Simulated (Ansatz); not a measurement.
Ni (fcc (Cu type), space group No. 225) under volume change, PBE in the plane-wave PAW code Ansatz, scaled uniformly.

```csv
V (Å³/atom),E − E(relaxed) (meV/atom),P (GPa)
9.910,66.1,23.71
10.237,27.6,14.37
10.563,6.5,6.55
10.890,0.0,0.00
11.217,5.8,-5.50
11.543,___,___
11.870,___,___
```

Question: What belongs in the gaps?

Answer: 
- 11.543, E − E(relaxed) (meV/atom): 21.8
- 11.543, P (GPa): -10.09
- 11.870, E − E(relaxed) (meV/atom): 46.4
- 11.870, P (GPa): -13.93

Question: What does a third-order Birch–Murnaghan fit give for V₀, B₀ and B′?

Answer: V₀ = 10.89 Å³/atom, B₀ = 200 GPa, B′ = 4.9.

Space group Fm-3m (fcc (Cu type)). The cell was relaxed with PBE under the symmetry of its start. Spin order of the final state: ferromagnetic, chosen from 3 collinear starts compared on coarse meshes (ties went to the first, and starts can fall back to one state), not a proven ground state. Textbook magnetic order: ferromagnetic.

Potentials: the later of the program's two PAW sets.
